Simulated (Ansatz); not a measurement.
HfTl₂PbS₄ — ¹⁷⁹Hf nuclear quadrupole resonance

Cell: a refined structure from the COD whose atoms were relaxed with PBE, the cell held.

Space group C2/c (No. 15); a = 15.4695, b = 8.2255, c = 6.7103 Å, β = 109.26°.

```csv
site,Wyckoff,site symmetry,x,y,z
Hf,4e,2,0.5000,0.6212,0.2500
Tl,8f,1,0.7491,0.8740,0.2309
Pb,4e,2,0.5000,0.1231,0.2500
S9,8f,1,0.5964,0.6020,0.0035
S13,8f,1,0.6070,0.8373,0.4635
```

One atom of each set is listed; the run and its k-mesh use a cell of 16 atoms with edges of 8.76, 8.76, 6.71 Å.

Computed with Ansatz: DFT, r2SCAN, plane waves and PAW, scalar-relativistic, 500 eV cutoff, Γ-centred 4×4×5 k-points, Fermi–Dirac smearing 0.02 eV.

¹⁷⁹Hf: I = 9/2, Q = 3793 mb (year-2017 value). Static lattice, zero field.

**Question.** The simulated lines lie at 10.9, 12.4, 19.6, 23.4, 26.4 MHz. What are |C_Q|, η and |V_zz| at Hf?

**Answer.** For I = 9/2 and η = 0 the lines are |C_Q|/24 times 1, 2, 3 and 4; η shifts the lowest up most. At large η the states mix, and weaker lines appear at sums of the main ones; lines under 5 % of the strongest are left out. Here |C_Q| = 160 MHz, η = 0.31 and |V_zz| = 1.74 × 10²¹ V/m². The calculation gives V_zz positive; the lines don't show the sign. The site has 6 S at 2.53–2.61 Å.

Without spin–orbit coupling the gradients at and beside Hf can be off by some per cent, at some sites by more.
